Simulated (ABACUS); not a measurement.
# Worked estimates from a calculation on AlGa3N4 (Pm, 8 atoms in the cell; from Materials Project mp-1228943)

```xyz
8
Lattice="5.1456 0.0000 0.0000 0.0000 3.1671 0.0000 -0.0037 0.0000 5.4836" Properties=species:S:1:pos:R:3 pbc="T T T"
Al     0.0001     1.5835     3.6592
Ga     2.5669     1.5835     1.8381
Ga     2.5651     0.0000     4.5586
Ga     5.1445     0.0000     0.9114
N      0.6121     1.5835     1.8716
N      0.5979     0.0000     4.5257
N      3.1907     0.0000     0.9108
N      3.2526     1.5835     3.6592
```

Level of theory: PBEsol, PseudoDojo 0.4 standard norm-conserving PBEsol (tails mended) pseudopotentials (plane waves; ABACUS).

Main settings: KPT = Gamma 3 7 3 0 0 0; basis_type = pw; dft_functional = PBESOL; ecutwfc = 84 Ry; smearing_method = fixed; potentials = PseudoDojo 0.4 standard norm-conserving PBEsol (tails mended); symmetry = 1; symmetry_prec = 1e-05.

The structure comes from a collection of computed structures, made at another level of theory; the collection holds predicted forms beside known ones.

The cell holds 603.1 bohr³ and the plane-wave cutoff is 84.0 Ry.

Q: How many plane waves does a k-point need, and how does the count grow with the cutoff?

A: In Rydberg units |k + G|² ≤ E, a sphere of radius √84.0 = 9.165 bohr⁻¹. Each G takes (2π)³/V of reciprocal space, so N = V E^(3/2)/(6π²) = 603.1 × 769.9/59.218 = 7841. The program's largest count at a k-point is 7864; single k-points scatter about the estimate. The count grows as E^(3/2): 20 % more cutoff means 31 % more plane waves.

A band-structure run on this density gave a gap of 2.37 eV along the path. From the bottom of the conduction band at Γ toward Y, the level moves away from the edge by 0.0572 eV at Δk = 0.0573 Å⁻¹ and by 0.2128 eV at Δk = 0.1146 Å⁻¹. From the top of the valence band at Γ toward Y, the level moves away from the edge by 0.0049 eV at Δk = 0.0573 Å⁻¹ and by 0.0196 eV at Δk = 0.1146 Å⁻¹.

Q: Estimate the effective masses, and the wavelength of a photon at the gap.

A: For a parabola ΔE = ħ²Δk²/(2m*), with ħ²/(2mₑ) = 3.810 eV Å², so m*/mₑ = 3.810 Δk²/ΔE. At the bottom of the conduction band: 3.810 × 0.0573²/0.0572 = 0.22 from the nearer point and 0.24 from the farther. At the top of the valence band: 3.810 × 0.0573²/0.0049 = 2.55 from the nearer point and 2.55 from the farther. Where the two differ the band is not parabolic over this range, and the mass at the edge lies beyond the nearer value. These are masses along one direction, for the outermost band, at this level of theory and without spin-orbit coupling. The gap corresponds to λ = 1239.8 nm eV/2.37 eV = 523 nm; semi-local functionals usually give gaps below the measured ones.

“Tails mended”: in these copies of the files the far tail of each local potential was reset to the Coulomb form.
